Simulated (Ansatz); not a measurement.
Below is a relaxed structure of Sb₅O. The cell was found from a structure generator's guess, not taken from experiment.

Method: DFT PBE, scalar-relativistic, plane waves, PAW (Ansatz). Cutoff 420 eV, Γ-centred mesh, Gaussian smearing, no spin polarisation.

```
CELL_PARAMETERS angstrom
6.12010 0.00000 0.00000
-3.06005 5.30016 0.00000
0.00000 0.00000 7.29078
ATOMIC_POSITIONS crystal
Sb 0.00000 0.00000 0.22547
Sb 0.00000 0.00000 0.77453
Sb 0.50000 0.00000 0.00000
Sb 0.00000 0.50000 0.00000
Sb 0.50000 0.50000 0.00000
O 0.00000 0.00000 0.50000
```

Energies over the elements count from the elements' standard structures at the same level (O₂ as a molecule), with no fitted energy shifts.

(1) Find its symmetry and describe it.

(2) How far does it lie from the elements in energy?

(3) Is it a metal?

## Answers

(1) P6/mmm (No. 191). Conventional cell: a = 6.120 Å, c = 7.291 Å. Around Sb on a site of symmetry 6mm lie 1 O at 2.00 Å and 7 Sb at 3.29–3.47 Å; Sb on a site of symmetry mmm is surrounded by 4 Sb at 3.06 Å and 4 Sb at 3.47 Å; O is surrounded by 2 Sb at 2.00 Å.

(2) +0.17 eV/atom. It can't be a ground state, since the elements alone are lower.

(3) Yes, bands cross the Fermi level on the 6×6×6 mesh.

The last run used a 6×6×6 mesh for its 6-atom cell and Gaussian smearing of 0.10 eV. Spin–orbit coupling, which can matter for Sb, is left out. The cell is a metal run without spin; a magnetic state may lie lower. A structure relaxed within its symmetry needn't be a true minimum. Another cell of Sb5O relaxed alike, in I4/mmm, lies 94 meV/atom lower, so this cell isn't the stable form at this level.
